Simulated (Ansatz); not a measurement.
Data sheet: AgAu3 (DFT)

AgAu₃:
```xyz
4
Lattice="4.1166 0.0000 0.0000 0.0000 4.1166 0.0000 0.0000 0.0000 4.1166" Properties=species:S:1:pos:R:3 pbc="T T T"
Ag     2.0583     2.0583     2.0583
Au     2.0583     0.0000     0.0000
Au     0.0000     2.0583     0.0000
Au     0.0000     0.0000     2.0583
```

Space group Pm-3m (No. 221), Cu3Au type; conventional cell a = b = c = 4.1166 Å, α = β = γ = 90.00°.

Method: plane-wave PAW r²SCAN (Ansatz code). Geometry: relaxed at this level of theory. Other levels are named where they apply.

### Cell and energy

- Volume per atom: 17.44 Å³
- Density: 16.63 g/cm³
- Formation energy from the elements (no fitted shifts): -59 meV/atom

### Electronic structure

Electronic character: metallic (no gap)
Density of states at the Fermi level: 0.25 states/eV per atom (mean over ±0.08 eV)
Gap with spin–orbit coupling: none (metallic)

### Mechanics

- Bulk modulus (Birch–Murnaghan fit): 1410 kbar
- Pressure derivative B′: 5.9
- Elastic constants (relaxed ions, GPa): C11 = 159, C12 = 130, C44 = 32.8
- Mechanical stability: stable (all eigenvalues of C positive)
- Hill bulk and shear moduli: 139 and 23.5 GPa
- Young's modulus: 66.8 GPa
- Poisson's ratio: 0.42
- Debye temperature from the elastic constants: 155 K

### Phonons

Highest zone-centre frequency: 149 cm⁻¹
Zone-centre stability: no imaginary mode at Γ

### Charges

* **Bader charges**: Ag +0.30, Au -0.10 e

The workflow started from a Materials Project entry (that database holds measured and hypothetical structures alike); the Crystallography Open Database copy checked does not list it. Its standing as an ambient phase is unchecked. The cell was relaxed with r²SCAN under the symmetry of its start. The run is not spin-polarised. As this level gives no gap, shear constants depend on the k-mesh and smearing (Fermi–Dirac, 0.1 eV here). As this level gives no gap, phonon frequencies hold no LO–TO term and depend on the k-mesh and smearing (Fermi–Dirac, 0.1 eV here). The references are the lowest solids computed at this level, not always the standard phases. Spin–orbit coupling is left out wherever it is not named.

Potentials: the later of the program's two PAW sets.
